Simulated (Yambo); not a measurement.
Yambo run on Mg$_{2}$FeH$_{6}$ (space group Fm-3m, No. 225). The wavefunctions are LDA (Quantum ESPRESSO, PseudoDojo norm-conserving, 90 Ry, without SOC) ones on a 4×4×4 mesh (21 occupied bands); a = 4.494 Å, b = 4.494 Å, c = 4.494 Å, α = 60.00°, β = 60.00°, γ = 60.00°.

Yambo input:

```
rim_cut
gw0
dyson
el_el_corr
HF_and_locXC
ppa
em1d
RandQpts= 1000000
RandGvec= 1 Ry
EXXRLvcs= 90 Ry
VXCRLvcs= 360 Ry
Chimod= "HARTREE"
% BndsRnXp
 13 | 52 |
%
NGsBlkXp= 3 Ry
% LongDrXp
 1.0 | 1.0 | 1.0 |
%
PPAPntXp= 27.2114 eV
% GbndRnge
 1 | 52 |
%
GTermKind= "none"
DysSolver= "n"
ExtendOut
% QPkrange
 7 | 7 | 21 | 22 |
 8 | 8 | 21 | 21 |
%
```

k points by index: 7 = X, 8 = W.

Resulting energies as the program prints them:

```
#    K-point    Band    Eo [eV]    E [eV]    E-Eo [eV]    Vxc [eV]    Vnlxc [eV]    Sc|Eo [eV]    Sc|E [eV]    dSc/dw|Eo [eV]    Re(Z)    Im(Z)
#
    7    21    -0.224583E-3    0.253788    0.254013    -25.32181    -30.62123    5.648471    5.553441    -10.18795    0.727585    -0.001883
    7    22    1.714474    3.316783    1.602309    -21.76255    -16.35523    -3.317616    -3.805011    -8.276509    0.766776    -0.001596
    8    21    0.000000    0.254135    0.254135    -25.32344    -30.62333    5.649101    5.554020    -10.18851    0.727574    -0.001886
```
(The two width columns are left out.) Convergence of these settings isn't established.

Geometry of the Materials Project entry, not relaxed at this level.

The runs are not spin-polarised; magnetic order was not tried.
